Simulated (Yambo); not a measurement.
Yambo input for K₂NaYF₆ (space group Fm-3m, No. 225) (a = 6.305 Å, b = 6.305 Å, c = 6.305 Å, α = 60.00°, β = 60.00°, γ = 60.00°), on PBEsol (pw.x of Quantum ESPRESSO, ONCV potentials, no spin-orbit coupling) wavefunctions on a 4×4×4 mesh:

```
optics
chi
dipoles
kernel
FFTGvecs= 40 Ry
Chimod= "HARTREE"
NGsBlkXd= 3 Ry
% QpntsRXd
 1 | 1 |
%
% BndsRnXd
 2 | 143 |
%
GrFnTpXd= "R"
% EnRngeXd
 0.0 | 20.0 | eV
%
% DmRngeXd
 0.2 | 0.2 | eV
%
CGrdSpXd= 50
ETStpsXd= 161
% LongDrXd
 1.0 | 0.0 | 0.0 |
%
% XfnQP_E
 3.721 | 1.0 | 1.0 |
%
```

First lines of the file o-*.eps_q1_inv_rpa_dyson:

```
Absorption @ Q(1):   1.00000000     0.00000000     0.00000000    [q->0 direction]
#
# [ X ] Hartree size     :  137
# [GEN] GF Energies     : Perdew, Burke & Ernzerhof SOL(X)+Perdew, Burke & Ernzerhof SOL(C)+ user defined corrections @E
# [GEN] Green`s Function     : Retarded
#
# [GEN] Gauge     : Length
# [GEN] [r,Vnl] included     : yes
#
#    E[1] [eV]     Im(eps)     Re(eps)     Im(eps_o)     Re(eps_o)
#
     0.000000     -0.414236E-8     1.746119     0.11061E-17     1.870037
     0.125000     0.125194E-3     1.746158     0.151685E-3     1.870085
     0.250000     0.250504E-3     1.746276     0.303510E-3     1.870227
     0.375000     0.376041E-3     1.746471     0.455611E-3     1.870464
     0.500000     0.501917E-3     1.746746     0.608130E-3     1.870796
     0.625000     0.628248E-3     1.747098     0.761207E-3     1.871223
     0.750000     0.755150E-3     1.747530     0.914984E-3     1.871747
     0.875000     0.882739E-3     1.748042     0.001070     1.872366
     1.000000     0.001011     1.748633     0.001225     1.873083
     1.125000     0.001140     1.749305     0.001382     1.873897
     1.250000     0.001271     1.750058     0.001540     1.874809
     1.375000     0.001402     1.750892     0.001700     1.875821
     1.500000     0.001535     1.751810     0.001861     1.876932
     1.625000     0.001670     1.752810     0.002023     1.878145
     1.750000     0.001805     1.753895     0.002188     1.879460
     1.875000     0.001943     1.755066     0.002355     1.880879
     2.000000     0.002083     1.756322     0.002525     1.882402
     2.125000     0.002224     1.757667     0.002696     1.884032
     2.250000     0.002368     1.759101     0.002871     1.885770
     2.375000     0.002514     1.760625     0.003048     1.887618
     2.500000     0.002662     1.762241     0.003228     1.889577
     2.625000     0.002814     1.763950     0.003412     1.891651
     2.750000     0.002968     1.765755     0.003599     1.893840
     2.875000     0.003125     1.767658     0.003791     1.896147
     3.000000     0.003286     1.769659     0.003986     1.898574
     3.125000     0.003450     1.771762     0.004185     1.901125
     3.250000     0.003618     1.773968     0.004390     1.903802
     3.375000     0.003790     1.776280     0.004599     1.906608
     3.500000     0.003966     1.778701     0.004813     1.909546
     3.625000     0.004146     1.781234     0.005033     1.912619
     3.750000     0.004332     1.783880     0.005259     1.915832
     3.875000     0.004523     1.786644     0.005491     1.919187
     4.000000     0.004719     1.789529     0.005730     1.922690
```
(The file goes on to the top of the energy range.) Convergence of the RPA response with its 4×4×4 mesh was not tested. The scissor comes from a G0W0 run whose convergence isn't established.

Geometry of the Materials Project entry, not relaxed at this level.

The structure is a Materials Project entry; no match was found in the copy of COD used, and its stability was not checked.
